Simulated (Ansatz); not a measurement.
Tl:
```cif
data_Tl2
_chemical_formula_sum 'Tl2'
_space_group_name_H-M_alt 'P 1'
_space_group_IT_number 1
_cell_length_a 4.68983
_cell_length_b 4.68983
_cell_length_c 4.68983
_cell_angle_alpha 96.983
_cell_angle_beta 96.983
_cell_angle_gamma 139.188
loop_
_space_group_symop_operation_xyz
  'x, y, z'
loop_
_atom_site_label
_atom_site_type_symbol
_atom_site_fract_x
_atom_site_fract_y
_atom_site_fract_z
_atom_site_occupancy
Tl1 Tl 0.75000 0.25000 0.50000 1
Tl2 Tl 0.00000 0.00000 0.00000 1
```

This is the r²SCAN-relaxed structure.

Q: All from DFT-r²SCAN in the program Ansatz with PAW potentials, unless another level is named. Estimate the bulk modulus (Birch–Murnaghan fit).

A: 28.5 GPa.

Q: Next, the highest zone-centre frequency?

A: 76 cm⁻¹.

Space group I4_1/amd (β-Sn type). A made-up cell: these elements were put on the sites of a structure type; neither database checked (COD, Materials Project) lists it. It is not the phase usual at ambient conditions (space group No. 194). Symmetry was held in the r²SCAN relaxation; of distortions, only those at the zone centre were tested. As this level gives no gap, phonon frequencies hold no LO–TO term and depend on the k-mesh and smearing (Fermi–Dirac, 0.1 eV here). Scalar-relativistic: spin–orbit coupling is off unless named, which matters more the heavier the elements.

Potentials: the later of the program's two PAW sets.
